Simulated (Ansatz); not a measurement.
CdSe (wurtzite)

```
CELL_PARAMETERS angstrom
      4.33999     0.00000     0.00000
     -2.17000     3.75854     0.00000
      0.00000     0.00000     7.07803
ATOMIC_POSITIONS crystal
  Cd 0.66667 0.33333 0.00056
  Cd 0.33333 0.66667 0.50056
  Se 0.66667 0.33333 0.62464
  Se 0.33333 0.66667 0.12464
```

Two-dimensional scan of atom 2 (Cd, nearest neighbour Se at 2.655 Å; its periodic images, 4.3 Å or more away, move with it): u runs along (1.000, 0.000, 0.000), v along (0.000, 0.000, 1.000) (Cartesian). Cell and other atoms are fixed.

Calculation: r2SCAN (plane waves to 500 eV, PAW, scalar-relativistic; Ansatz, a first-principles code). k mesh 7×7×4 (Γ-centred), Fermi-Dirac smearing 0.05 eV. The energy includes the smearing's −TS. Points where atoms come too close for the PAW data are left out (x in tables, blank in figures). CdSe was relaxed with its symmetry unable to fall.

Changes of ΔE (eV/cell) from the point u = 0.000 Å, v = 0.000 Å when one coordinate moves alone (two changes are said to add if the coupling is within 5 % of the smaller one, nearly so within 20 %):

```csv
point,change
"u = 0.000 Å, v = -0.587 Å",2.1632
"u = 0.000 Å, v = -0.293 Å",0.3585
"u = -0.880 Å, v = 0.000 Å",2.7397
"u = -0.587 Å, v = 0.000 Å",0.9783
"u = -0.293 Å, v = 0.000 Å",0.2063
"u = 0.293 Å, v = 0.000 Å",0.2063
"u = 0.587 Å, v = 0.000 Å",0.9783
"u = 0.880 Å, v = 0.000 Å",2.7397
"u = 0.000 Å, v = 0.293 Å",0.1748
"u = 0.000 Å, v = 0.587 Å",0.4748
"u = 0.000 Å, v = 0.880 Å",0.6750
```

### Question
What is the change at u = 0.880 Å, v = -0.293 Å, where both move, and how far is it from the sum?

### Answer
The sum of the single changes is 2.7397 + (0.3585) = 3.0982; the calculation gives 1.5557, so the coupling contributes -1.5425 (over 20 % of the smaller single change, not additive).

### Question
What is the change at u = -0.293 Å, v = 0.587 Å, where both move, and how far is it from the sum?

### Answer
The sum of the single changes is 0.2063 + (0.4748) = 0.6811; the calculation gives 0.8980, so the coupling contributes 0.2169 (over 20 % of the smaller single change, not additive).

### Question
What is the change at u = 0.587 Å, v = 0.587 Å, where both move, and how far is it from the sum?

### Answer
The sum of the single changes is 0.9783 + (0.4748) = 1.4531; the calculation gives 2.4986, so the coupling contributes 1.0455 (over 20 % of the smaller single change, not additive).

(A displaced cell: forces are minus the slopes of the energy, force constants its curvatures, and phonons follow from these.)
